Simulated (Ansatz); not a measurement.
Relaxed-ion elastic tensor of Na (bcc (W type), Im-3m) in GPa (Voigt order), LDA (plane waves, PAW; program Ansatz); density 1.15 g/cm³, 33.29 Å³ per atom.

```tsv
	1	2	3	4	5	6
1	10.2	8.6	8.6	0.0	0.0	0.0
2	8.6	10.2	8.6	0.0	0.0	0.0
3	8.6	8.6	10.2	0.0	0.0	0.0
4	0.0	0.0	0.0	7.0	0.0	0.0
5	0.0	0.0	0.0	0.0	7.0	0.0
6	0.0	0.0	0.0	0.0	0.0	7.0
```

Task: Is the crystal mechanically stable?

Result: Yes: the smallest eigenvalue of C is 1.6 GPa.

Task: Work out the Voigt, Reuss and Hill averages.

Result: K_V = 9.1, K_R = 9.1, K_H = 9.1; G_V = 4.5, G_R = 1.7, G_H = 3.1 GPa.

Task: Give Young's modulus, Poisson's ratio, Pugh's ratio and the universal anisotropy index.

Result: E = 9KG/(3K + G) = 8.4 GPa; ν = 0.35; K/G = 2.94 (ductile by the Pugh limit of 1.75); A_U = 5G_V/G_R + K_V/K_R − 6 = 8.25.

Task: Estimate the sound speeds and the Debye temperature.

Result: v_l = √((K + 4G/3)/ρ) = 3400 m/s, v_t = √(G/ρ) = 1650 m/s, mean 1850 m/s; Θ = (h/k)(3n/4πV)^(1/3) v_m = 171 K.

Task: Give the Zener ratio and Young's modulus along [100], [110] and [111].

Result: A = 2C44/(C11 − C12) = 8.76; 1/E = S11 − 2(S11 − S12 − S44/2)Γ with Γ = 0, 1/4, 1/3 gives 2.3, 6.6, 16.7 GPa.

Task: Solve the Christoffel equation for the three sound speeds along [100], [110], [111].

Result: Eigenvalues of C_ijkl n_j n_l equal ρv². In km/s, slowest first: [100] 2.47, 2.47, 2.98; [110] 0.83, 2.47, 3.78; [111] 1.58, 1.58, 4.01.

The LDA relaxation kept the symmetry of its start. As this level gives no gap, shear constants depend on the k-mesh and smearing (Fermi–Dirac, 0.1 eV here).

Potentials: the later of the program's two PAW sets.
